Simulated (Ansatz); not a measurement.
**BePd: stiffness from a series of strains**

```xyz
2
Lattice="2.8130 0.0000 0.0000 0.0000 2.8130 0.0000 0.0000 0.0000 2.8130" Properties=species:S:1:pos:R:3 pbc="T T T"
Be    0.0000    0.0000    0.0000
Pd    1.4065    1.4065    1.4065
```

Atoms are numbered in the order listed.

The cell comes from COD entry 9008808, which wasn't checked; take it as a given geometry.

Spin polarisation is left out, and whether a magnetic state lies lower isn't shown here.

Theory: DFT, LDA, all-electron LAPW, scalar-relativistic (Ansatz 0.2.0).

Numerical set-up: a Γ-centred 12×12×12 k mesh, Fermi–Dirac smearing of 0.08 eV, basis error target 1 meV/atom, no spin polarisation.

The strain is applied along the Cartesian axes of the cell as listed (γ is the engineering shear, twice εxy = εyz = εzx). Fractional coordinates are held (clamped ions).

σ is the change of stress from the unstrained cell, which is at -7.99 GPa; tension is positive, so slopes are stress–strain coefficients at that pressure. In a metal the k mesh adds noise.

Only quantities that a quadratic follows smoothly over the whole series are listed; rougher ones are left out.

```csv
γ,σxy (GPa)
-0.0200,-1.50
0.0000,0.00
0.0100,0.62
0.0200,1.23
```

Question: Fit the series and read off the stiffness at zero strain.

Answer: Least-squares fits y = p0 + p1 x + p2 x² to the rows give σxy (GPa): p1 = 68, p2 = -310. So C44 (clamped ions) = 68 GPa.

Question: One run, at γ = -0.0100, is withheld. Predict its row.

Answer: The fits give -0.72; the run gave -0.70.
